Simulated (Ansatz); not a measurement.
**CaLuH single point**

input.yaml (Ansatz 0.2.0)

```yaml
crystal:
  lattice:
    - [3.740614, 0.0, 0.0]
    - [0.0, 3.740614, 0.0]
    - [0.0, 0.0, 7.670295]
  atoms:
    - { symbol: Ca, position: [0.0, 0.5, 0.14] }
    - { symbol: Ca, position: [0.5, 0.0, 0.86] }
    - { symbol: H, position: [0.0, 0.0, 0.0] }
    - { symbol: H, position: [0.5, 0.5, 0.0] }
    - { symbol: Lu, position: [0.0, 0.5, 0.67] }
    - { symbol: Lu, position: [0.5, 0.0, 0.33] }
  symmetry: { tolerance: 0.0003 }
kpoints:
  mp_grid: { grid: [9, 9, 5], shift: [0, 0, 0] }
  band_path:
    path:
      - [0.0, 0.0, 0.0]
      - [0.0, 0.5, 0.0]
      - [0.5, 0.5, 0.0]
      - [0.0, 0.0, 0.0]
      - [0.0, 0.0, 0.5]
      - [0.0, 0.5, 0.5]
      - [0.5, 0.5, 0.5]
      - [0.0, 0.0, 0.5]
      - [0.0, 0.5, 0.0]
      - [0.0, 0.5, 0.5]
      - [0.5, 0.5, 0.0]
    npoints: 6
magnetization:
  spin_polarized: false
scf:
  occupations: { method: fermi_dirac }
  lower_state_search: "off"
  max_iter: 200
hamiltonian:
  pseudopotentials: { kind: paw }
  xc: pbe
basis:
  ecutwfc: 420
  fft_grid_basis: typed
output:
  forces: true
  stress: true
  eigenvalues: true
  bader: true
  populations: true
  elf: true
  write_potential: true
  volumetric_format: npy
  dos:
    e_range: [-12, 8]
    de: 0.05
    projected: { site_lists: { Ca: [Ca], H: [H], Lu: [Lu] } }
checkpoint:
  read: saved_state
```

The run starts from an earlier solution of this cell. 

Parts of the output:

```
SCF iter   1: F=—  Δρ=1.17e-3  dr2=1.78e-3
SCF iter   2: F=—  Δρ=5.75e-4  dr2=5.43e-4
SCF iter   3: F=—  Δρ=3.90e-4  dr2=1.64e-4
SCF iter   4: F=—  Δρ=1.76e-4  dr2=2.52e-5
SCF iter   5: F=—  Δρ=4.04e-5  dr2=2.05e-6
SCF iter   6: F=—  Δρ=1.07e-5  dr2=1.42e-7
SCF iter   7: F=-33127.9272 eV  Δρ=3.72e-6  dr2=1.64e-8
Free energy (F): -33127.9272 eV
Harris-Foulkes:  -33127.9272 eV  (|F-HF|=3.28e-8)
Internal energy: -33127.7137 eV  (E = F + TS)
E sigma→0 (E₀):  -33127.8205 eV
Entropy (-TS):   -0.2134 eV (-35.573 meV/atom)
Fermi energy:    12.2123 eV
--- Per-component energies (eV) ---
  E_band       = -281.5679
  E_kinetic    = 1434.5373
  E_local      = -15806.6073  (includes V_loc(G=0)·N_el)
  E_nonlocal   = 1287.8426
  E_hartree    = 6559.7249
  E_xc         = -732.7958
  E_vxc        = -887.7073  (∫ρ·V_xc dr)
  E_paw        = -16468.4731  (= ΣΔE_a)
  E_vpaw       = 570.9191  (= ΣTr[D̂ρ^β])
  E_aug_tail   = -0.0023  (compensation charges beyond the density's cutoff)
  E_ewald      = -9401.9400
  E_smearing   = -0.2134  (= −TS)
--- Forces (eV/Å), atoms counted from 1 ---
  atom   1  Ca     0.0000     0.0000    -1.0129
  atom   2  Ca     0.0000     0.0000     1.0129
  atom   3  H      0.0000     0.0000     0.0000
  atom   4  H      0.0000     0.0000     0.0000
  atom   5  Lu     0.0000     0.0000    -2.8072
  atom   6  Lu     0.0000     0.0000     2.8072
--- Stress (GPa, compression-positive) ---
       14.8213       0.0000       0.0000
        0.0000      14.8213       0.0000
        0.0000       0.0000       8.5938
  P = ⅓ Tr σ = 12.7454 GPa (127.454 kbar)
--- Bader charges: 6 sites ---
  site symbol  charge [e]  shift [e]
     0     Ca      0.9274     0.0001
     1     Ca      0.9274     0.0001
     2      H     -0.8144     0.0001
     3      H     -0.8144     0.0001
     4     Lu     -0.1130     0.0000
     5     Lu     -0.1130     0.0000
```

Absolute energies hang on the potentials; compare differences alone.

Origin: a known structure type with other elements, at an estimated volume, so it need not be a known compound. Caveats: atoms or cell far from equilibrium.
